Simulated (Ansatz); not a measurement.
Cs2ScAgCl6:
```yaml
crystal:
  lattice:
    - [0.00000, 5.23430, 5.23430]
    - [5.23430, 0.00000, 5.23430]
    - [5.23430, 5.23430, 0.00000]
  atoms:
    - { symbol: Cs, position: [0.75000, 0.75000, 0.75000] }
    - { symbol: Cs, position: [0.25000, 0.25000, 0.25000] }
    - { symbol: Sc, position: [0.00000, 0.00000, 0.00000] }
    - { symbol: Ag, position: [0.50000, 0.50000, 0.50000] }
    - { symbol: Cl, position: [0.76145, 0.23855, 0.23855] }
    - { symbol: Cl, position: [0.23855, 0.76145, 0.76145] }
    - { symbol: Cl, position: [0.23855, 0.76145, 0.23855] }
    - { symbol: Cl, position: [0.76145, 0.23855, 0.76145] }
    - { symbol: Cl, position: [0.23855, 0.23855, 0.76145] }
    - { symbol: Cl, position: [0.76145, 0.76145, 0.23855] }
```

Relaxed with r²SCAN. Special points in fractions of this cell's reciprocal vectors: Γ (0.000, 0.000, 0.000); X (0.500, 0.000, 0.500); U (0.625, 0.250, 0.625); K (0.375, 0.375, 0.750); L (0.500, 0.500, 0.500); W (0.500, 0.250, 0.750).

Problem. List the band energies nearest the valence-band maximum at these points for r²SCAN with spin–orbit coupling in the plane-wave PAW code Ansatz.

Solution. In eV from the valence-band maximum; about four levels below and three above (degenerate sets whole), none deeper than 8.9 eV; points with the same levels are listed once.

```csv
k,below,above
Γ,-0.42 -0.42 -0.42 -0.42,3.62 3.62 3.62 3.62
X,-0.53 -0.53 -0.42 -0.42,3.62 3.62 3.75 3.75
U,-0.43 -0.43 -0.20 -0.20,3.65 3.65 3.78 3.78
L,0.00 0.00 0.00 0.00,3.63 3.63 3.69 3.69
W,-0.50 -0.50 -0.16 -0.16,3.70 3.70 3.71 3.71
```

Space group Fm-3m. The first step of the workflow began from a Materials Project structure, measured or hypothetical; the Crystallography Open Database copy checked does not list it. Whether it is the stable phase at ambient conditions was not checked. Symmetry was held in the r²SCAN relaxation; whether a distortion lowers the energy is not shown. No spin polarisation was allowed.

Potentials: the later of the program's two PAW sets.
